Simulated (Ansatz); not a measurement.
BaO (rock salt, space group No. 225), the program Ansatz at the PBE level (PAW). The conduction-band minimum lies at X, with 3 equivalent valleys. Second derivatives d²E/dk² of the lowest band at one valley (eV·Å²), along Cartesian directions:

| direction | d²E/dk² |
|---|---|
| [100] | 6.107 |
| [010] | 19.21 |
| [001] | 19.21 |
| [110] | 12.66 |
| [101] | 12.66 |
| [011] | 19.21 |

Find the principal effective masses, the density-of-states mass and the conductivity mass.

Off-diagonal terms follow from H_xy = H[110] − (H_xx + H_yy)/2, and m*/mₑ = 7.620 eV·Å² over each eigenvalue: 0.40, 0.40, 1.2. One valley's DOS mass (m₁m₂m₃)^(1/3) = 0.58, conductivity mass 3/(Σ 1/mᵢ) = 0.51 mₑ.

What effective density of states Nc follows at 300 K for parabolic valleys?

Nc = 2.509e19 × 3 × (0.58)^(3/2) ≈ 3.3e19 cm⁻³.

Space group Fm-3m (rock salt). The PBE relaxation kept the symmetry of its start. Scalar-relativistic: spin–orbit coupling is off unless named, which matters more the heavier the elements.

Potentials: the earlier of the program's two PAW sets.

Edges and masses are those of Kohn–Sham bands, whose gap is no quasiparticle gap.
